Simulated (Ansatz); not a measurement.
AlIn$_{3}$As$_{4}$: relaxed-ion elastic tensor

The calculation used DFT PBE, scalar-relativistic, plane waves, PAW in Ansatz. Settings: 420 eV plane-wave cutoff, Γ-centred 6×6×6 mesh, Fermi-Dirac smearing of 0.15 eV. No spin polarisation.

Equilibrium structure at this level:
```yaml
crystal:
  lattice:
    - [6.06642, 0.00000, 0.00000]
    - [0.00000, 6.06642, 0.00000]
    - [0.00000, 0.00000, 6.06642]
  atoms:
    - { symbol: Al, position: [0.50000, 0.50000, 0.50000] }
    - { symbol: In, position: [0.00000, 0.00000, 0.50000] }
    - { symbol: In, position: [0.00000, 0.50000, 0.00000] }
    - { symbol: In, position: [0.50000, 0.00000, 0.00000] }
    - { symbol: As, position: [0.26110, 0.26110, 0.26110] }
    - { symbol: As, position: [0.26110, 0.73890, 0.73890] }
    - { symbol: As, position: [0.73890, 0.26110, 0.73890] }
    - { symbol: As, position: [0.73890, 0.73890, 0.26110] }
```

It was reached by relaxing an invented guess, and it needn't be the stable form of this composition. In a metal, frequencies and elastic constants depend on the k mesh and the smearing, soft modes and shear constants most.

Question: Give the relaxed-ion elastic constants (GPa, Voigt order xx yy zz yz xz xy, on the Cartesian axes of the cell above).

Answer:
C11 = 77.5, C12 = 40.0, C13 = 40.0, C22 = 77.5, C23 = 40.0, C33 = 77.5, C44 = 36.6, C55 = 36.6, C66 = 36.6 GPa; the others vanish.

Question: Is the crystal stable against homogeneous strain?

Answer: Yes: the least eigenvalue of the tensor is 36.6 GPa.

Question: And the moduli of a polycrystal (Hill averages)?

Answer: B = 52 GPa, G = 28 GPa, E = 71 GPa, ν = 0.27.
